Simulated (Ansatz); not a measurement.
Zn (hcp, Mg type)

```yaml
crystal:
  lattice:
    - [2.64679, 0.00000, 0.00000]
    - [-1.32339, 2.29218, 0.00000]
    - [0.00000, 0.00000, 4.67938]
  atoms:
    - { symbol: Zn, position: [0.33333, 0.66667, 0.75000] }
    - { symbol: Zn, position: [0.66667, 0.33333, 0.25000] }
```

The slice is a (-1 1 0 2) plane (indices of the conventional cell) through the point (0.333, 0.667, 0.750) (fractional), spanned by u = [110] and v = [1 -1 1] in vectors of this cell: u (2.65 Å) and v (6.55 Å, at 90° to u). It covers one period; positions are fractions (u, v).

The numbers are results of r2SCAN (plane waves to 500 eV, PAW, scalar-relativistic; Ansatz, a first-principles code), not measurements. k mesh 20×20×10. These are valence fields of a PAW run, semicore shells included where kept as valence: close to a nucleus they are smooth pseudo fields. Zn was relaxed with its symmetry unable to fall.

### Question
What is the ELF at the midpoint of the shortest Zn–Zn line in this plane (2.65 Å)?

### Answer
0.3.

### Question
Predict the map of the valence electron density on the slice.

### Answer
```
|87531111357|
|65321111235|
|33211001123|
|21110000111|
|00000000000|
|00000000000|
|00000000000|
|00000110000|
|00001111000|
|00001111000|
|00001111000|
|11111111111|
|21111111111|
|32211111122|
|44321111234|
|54321111234|
|54321001234|
|33211001123|
|22110000112|
|11100000011|
|00000000000|
|00000000000|
|10000000000|
|21100000011|
|33210000123|
|65321001235|
|87531111357|
|98631111368|
```
Scale: ten equal steps from -0.92 (start of '0') to 1.66 (end of '9'), in the order '0123456789'. Values: log₁₀ of the valence density in e/Å³. The map has 11 points along u (one character each, u = 0 at the left) and 28 along v (v = 0 in the bottom row). The scale is logarithmic, as a density can span decades between atoms and voids.
